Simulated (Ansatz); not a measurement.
Here is the system:

ZnCl₂:
```cif
data_Cl4Zn2
_chemical_formula_sum 'Zn2 Cl4'
_space_group_name_H-M_alt 'P42/nmc :1'
_space_group_IT_number 137
_space_group_name_Hall 'P 4n 2n -1n'
_cell_length_a 3.59147
_cell_length_b 3.59147
_cell_length_c 10.27886
_cell_angle_alpha 90.000
_cell_angle_beta 90.000
_cell_angle_gamma 90.000
loop_
_space_group_symop_operation_xyz
  'x, y, z'
  '-y+1/2, x+1/2, z+1/2'
  '-x, -y, z'
  'y+1/2, -x+1/2, z+1/2'
  'x+1/2, -y+1/2, -z+1/2'
  '-y, -x, -z'
  '-x+1/2, y+1/2, -z+1/2'
  'y, x, -z'
  '-x+1/2, -y+1/2, -z+1/2'
  'y, -x, -z'
  'x+1/2, y+1/2, -z+1/2'
  '-y, x, -z'
  '-x, y, z'
  'y+1/2, x+1/2, z+1/2'
  'x, -y, z'
  '-y+1/2, -x+1/2, z+1/2'
loop_
_atom_site_label
_atom_site_type_symbol
_atom_site_symmetry_multiplicity
_atom_site_Wyckoff_symbol
_atom_site_fract_x
_atom_site_fract_y
_atom_site_fract_z
_atom_site_occupancy
Zn1 Zn 2 a 0.00000 0.00000 0.00000 1
Cl1 Cl 4 d 0.50000 0.00000 0.13061 1
```

This is the LDA-relaxed structure.

Question: All from DFT-LDA in the program Ansatz with PAW potentials, unless another level is named. Estimate the Bader charges.

Answer: Zn +1.04, Cl -0.52 e.

Question: And the Born charges (a third of the trace)?

Answer: Zn +1.92, Cl -0.96 e.

Question: And the electronic dielectric constant ε∞ (DFPT)?

Answer: 3.51 (xx = yy), 3.27 (zz).

Space group P4_2/nmc. The workflow started from a Materials Project entry (that database holds measured and hypothetical structures alike); the Crystallography Open Database files this formula in space group No. 137, but the cells were not matched. Its standing as an ambient phase is unchecked. The LDA relaxation kept the symmetry of its start; whether a distortion lowers the energy is not shown. A crystal of weakly bound layers computed without a dispersion correction: the cell and the soft elastic constants depend strongly on that.

Potentials: the later of the program's two PAW sets.
